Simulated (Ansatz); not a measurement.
Starting structure of a cell relaxation (symmetry kept):

```
Sn O
1.0
     7.19130    0.00000    0.00000
     0.00000    5.85391    0.00000
    -0.01252    0.00000    6.10358
Sn O
6 8
Direct
  0.79950 0.49933 0.24148
  0.20050 0.49933 0.25852
  0.20050 0.50067 0.75852
  0.79950 0.50067 0.74148
  0.50000 0.00000 0.00000
  0.50000 0.00000 0.50000
  0.71115 0.28128 0.99128
  0.28885 0.28128 0.50872
  0.28885 0.71872 0.00872
  0.71115 0.71872 0.49128
  0.27110 0.26742 0.00786
  0.72889 0.26742 0.49214
  0.72889 0.73259 0.99214
  0.27110 0.73259 0.50786
```

All numbers below come from Ansatz, DFT PBE, scalar-relativistic, plane waves, PAW.

Plane waves to 420 eV, a k mesh through Γ of 6×6×6 on the computed 14-atom cell and Gaussian smearing (0.10 eV); no spin polarisation.

What does it relax to?

The volume decreases by 0.03 Å³/atom to 18.32 Å³/atom, and the energy falls by 2.0 meV/atom. Final structure:
```yaml
crystal:
  lattice:
    - [7.19648, 0.00000, 0.00664]
    - [0.00000, 5.84537, 0.00000]
    - [-0.00690, 0.00000, 6.09865]
  atoms:
    - { symbol: Sn, position: [0.79897, 0.50000, 0.25002] }
    - { symbol: Sn, position: [0.20103, 0.50000, 0.24998] }
    - { symbol: Sn, position: [0.20103, 0.50000, 0.74998] }
    - { symbol: Sn, position: [0.79897, 0.50000, 0.75002] }
    - { symbol: Sn, position: [0.50000, 0.00000, 0.00000] }
    - { symbol: Sn, position: [0.50000, 0.00000, 0.50000] }
    - { symbol: O, position: [0.72003, 0.27397, 0.00000] }
    - { symbol: O, position: [0.27997, 0.27397, 0.50000] }
    - { symbol: O, position: [0.27997, 0.72603, 0.00000] }
    - { symbol: O, position: [0.72003, 0.72603, 0.50000] }
    - { symbol: O, position: [0.27972, 0.27377, 0.00000] }
    - { symbol: O, position: [0.72028, 0.27377, 0.50000] }
    - { symbol: O, position: [0.72028, 0.72623, 0.00000] }
    - { symbol: O, position: [0.27972, 0.72623, 0.50000] }
```

Course of the relaxation (steps run on the plane waves of an earlier cell, and the basis is chosen afresh near the end, so energy and pressure can step there; trial steps that raised the energy were taken back; energies are free energies):

```json
{"step": "1", "E − E_final (meV/atom)": "2.0", "largest force component (eV/Å)": "0.105", "P (GPa)": "-0.31", "V (Å³/atom)": "18.35"}
{"step": "2", "E − E_final (meV/atom)": "1.9", "largest force component (eV/Å)": "0.220", "P (GPa)": "-0.22", "V (Å³/atom)": "18.41"}
{"step": "3", "E − E_final (meV/atom)": "2.9", "largest force component (eV/Å)": "0.368", "P (GPa)": "1.01", "V (Å³/atom)": "18.12"}
{"step": "4", "E − E_final (meV/atom)": "0.2", "largest force component (eV/Å)": "0.036", "P (GPa)": "0.03", "V (Å³/atom)": "18.31"}
{"step": "5", "E − E_final (meV/atom)": "-0.1", "largest force component (eV/Å)": "0.007", "P (GPa)": "0.00", "V (Å³/atom)": "18.32"}
{"step": "6", "E − E_final (meV/atom)": "-0.1", "largest force component (eV/Å)": "0.002", "P (GPa)": "0.00", "V (Å³/atom)": "18.32"}
{"step": "7", "E − E_final (meV/atom)": "0.0", "largest force component (eV/Å)": "0.002", "P (GPa)": "-0.01", "V (Å³/atom)": "18.32"}
```

Cost: 1 run of about 17 core-minutes, on Arm Neoverse V1 (shared hosts).